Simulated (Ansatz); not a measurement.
BeS:
```cif
data_Be4S4
_chemical_formula_sum 'S4 Be4'
_space_group_name_H-M_alt 'Fm-3m'
_space_group_IT_number 225
_space_group_name_Hall '-F 4 2 3'
_cell_length_a 4.58986
_cell_length_b 4.58986
_cell_length_c 4.58986
_cell_angle_alpha 90.000
_cell_angle_beta 90.000
_cell_angle_gamma 90.000
loop_
_atom_site_label
_atom_site_type_symbol
_atom_site_symmetry_multiplicity
_atom_site_Wyckoff_symbol
_atom_site_fract_x
_atom_site_fract_y
_atom_site_fract_z
_atom_site_occupancy
S1 S 4 a 0.00000 0.00000 0.00000 1
Be1 Be 4 b 0.50000 0.50000 0.50000 1
```
(The calculation used a cell of 2 atoms; values per cell refer to that cell.)

Relaxed with PBEsol.

Task: Give the optical modes at the zone centre with their infrared activity from DFPT, DFT-PBEsol in the program Ansatz with PAW potentials.

Result: Transverse frequencies, without the LO–TO term; a row sums one degenerate level.

```
ω (cm⁻¹)  degeneracy  IR ((D/Å)²/amu)  activity  symmetry
--------  ----------  ---------------  --------  --------
185i               3            79.17        IR       T1u
```

Task: How high does the top mode go among those that the LO–TO term moves?

Result: 468 cm⁻¹ for q along x.

The start of the workflow was typed in or built on a structure type; neither database checked (COD, Materials Project) lists it. COD files the formula under space group No. 216, so this cell is another polymorph or a model. Whether it is the stable phase at ambient conditions was not checked. The cell was relaxed with PBEsol under the symmetry of its start. At this level the phase is dynamically unstable (imaginary phonons).

Potentials: the later of the program's two PAW sets.
